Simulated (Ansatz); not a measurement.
CaP2Ru2 in space group I4/mmm (No. 139; Ca on 2a, P on 4e, Ru on 4d), DFT-PBE in the program Ansatz with PAW potentials, all energies at zero smearing, with the estimated change up to a 700 eV cutoff added, with one set of potentials and settings (totals compare only within such a set). Cell of 5 atoms (1 Ca, 2 P, 2 Ru): -15090.264 eV.

| element | reference phase | E (eV/atom) |
|---|---|---|
| Ca | Fm-3m, 1 atoms in the cell | -1816.8597 |
| P | Cmce, 4 atoms in the cell | -755.6743 |
| Ru | P6_3/mmc, 2 atoms in the cell | -5878.6876 |

Formation energy per atom, worked out: (-15090.264 − 1×(-1816.8597) − 2×(-755.6743) − 2×(-5878.6876))/5 = -0.936 eV/atom (-90 kJ per mol of atoms), at 0 K, without zero-point energy or fitted corrections.

The workflow started from a Materials Project entry (that database holds measured and hypothetical structures alike); the Crystallography Open Database copy checked does not list it. Whether it is the stable phase at ambient conditions was not checked. The cell was relaxed with PBE under the symmetry of its start; whether a distortion lowers the energy is not shown. No spin polarisation was allowed. The references are the lowest solids computed at this level, not always the standard phases.

Potentials: the later of the program's two PAW sets.
